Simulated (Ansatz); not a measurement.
A relaxed cell of Zn2SnO3 is given with its symmetry left out. The cell was found from a structure generator's guess, not taken from experiment.

Theory: Ansatz 0.2.0, DFT PBE, scalar-relativistic, plane waves, PAW. Cutoff 420 eV, Γ-centred mesh, Gaussian smearing, no spin polarisation.

```cif
data_structure
_symmetry_space_group_name_H-M 'P 1'
_symmetry_Int_Tables_number 1
_cell_length_a 4.0647
_cell_length_b 4.0647
_cell_length_c 9.4589
_cell_angle_alpha 90.000
_cell_angle_beta 90.000
_cell_angle_gamma 120.000
_cell_volume 135.34
loop_
_atom_site_label
_atom_site_type_symbol
_atom_site_fract_x
_atom_site_fract_y
_atom_site_fract_z
_atom_site_occupancy
Zn1 Zn 0.33333 0.66667 0.00000 1
Zn2 Zn 0.66667 0.33333 0.00000 1
Sn1 Sn 0.00000 0.00000 0.50000 1
O1 O 0.00000 0.00000 0.00000 1
O2 O 0.00000 0.00000 0.30342 1
O3 O 0.00000 0.00000 0.69658 1
```

Formation energies are uncorrected and refer to the elements' standard structures at the same level (O₂ as a molecule). The references include grey tin.

(1) Find its symmetry and describe it.

(2) How far does it lie from the elements in energy?

(3) Is it a metal?

Results:

(1) P6/mmm (No. 191). Conventional cell: a = 4.065 Å, c = 9.459 Å. Zn is surrounded by 3 O at 2.35 Å and 3 Zn at 2.35 Å; Sn is surrounded by 2 O at 1.86 Å; around O on a site of symmetry 6/mmm lie 6 Zn at 2.35 Å and 2 O at 2.87 Å; O on a site of symmetry 6mm has 1 Sn at 1.86 Å and 1 O at 2.87 Å.

(2) +0.04 eV/atom. A positive value: parting into the elements would lower its energy.

(3) Yes, bands cross the Fermi level on the 12×12×4 mesh.

The last run used a 12×12×4 mesh (in the run's order of axes) for its 6-atom cell and Gaussian smearing of 0.10 eV. No dispersion correction is applied, so the spacing and binding between layers, chains or molecules are poorly described. A structure relaxed within its symmetry needn't be a true minimum. Another cell of Zn2SnO3 relaxed alike, in R-3m, lies 0.92 eV/atom lower, so this cell isn't the stable form at this level.
